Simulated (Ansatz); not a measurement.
Total density of states per atom from the program Ansatz at the r²SCAN level (PAW), in 0.25 eV bins, energy from the Fermi level:

(E (eV), states/eV/atom): (-7.85, 0.00); (-7.60, 0.00); (-7.35, 0.00); (-7.10, 0.00); (-6.85, 0.00); (-6.60, 0.10); (-6.35, 0.37); (-6.10, 0.40); (-5.85, 0.41); (-5.60, 0.38); (-5.35, 0.36); (-5.10, 0.37); (-4.85, 0.33); (-4.60, 0.27); (-4.35, 0.24); (-4.10, 0.23); (-3.85, 0.30); (-3.60, 0.40); (-3.35, 0.78); (-3.10, 0.77); (-2.85, 0.50); (-2.60, 0.59); (-2.35, 0.65); (-2.10, 0.66); (-1.85, 0.62); (-1.60, 0.47); (-1.35, 0.24); (-1.10, 0.10); (-0.85, 0.11); (-0.60, 0.18); (-0.35, 0.23); (-0.10, 0.32); (0.15, 0.41); (0.40, 0.35); (0.65, 0.61); (0.90, 0.61); (1.15, 0.82); (1.40, 1.03); (1.65, 1.90); (1.90, 3.99)

Q: Which compound is it?
(A) AlSiMo6, Pm-3 (Al on 1b, Si on 1a, Mo on 6f)
(B) Ti5Ge3, P6_3/mcm (Ti on 6g, Ti on 4d, Ge on 6g)
(C) LaAl2Ge2, P-3m1 (La on 1a, Al on 2d, Ge on 2d)
(D) LaSi2Pt, Cmcm (La on 4c, Si on 4c, Si on 4c, Pt on 4c)

A: C, LaAl2Ge2, P-3m1 (La on 1a, Al on 2d, Ge on 2d). Within 0.5 eV of the Fermi level: La 5d 41 %, Al 3p 16 %, Ge 4p 14 %, Al 3s 11 %, La 4f 7 %. Projections are on Löwdin-orthogonalised atomic valence shells; empty p or d shells of many metals are not among them.

The first step of the workflow began from a Materials Project structure, measured or hypothetical; the Crystallography Open Database files this formula in space group No. 164, but the cells were not matched. Whether it is the stable phase at ambient conditions was not checked. Symmetry was held in the r²SCAN relaxation; whether a distortion lowers the energy is not shown. Spin–orbit coupling is left out wherever it is not named.

Potentials: the earlier of the program's two PAW sets.
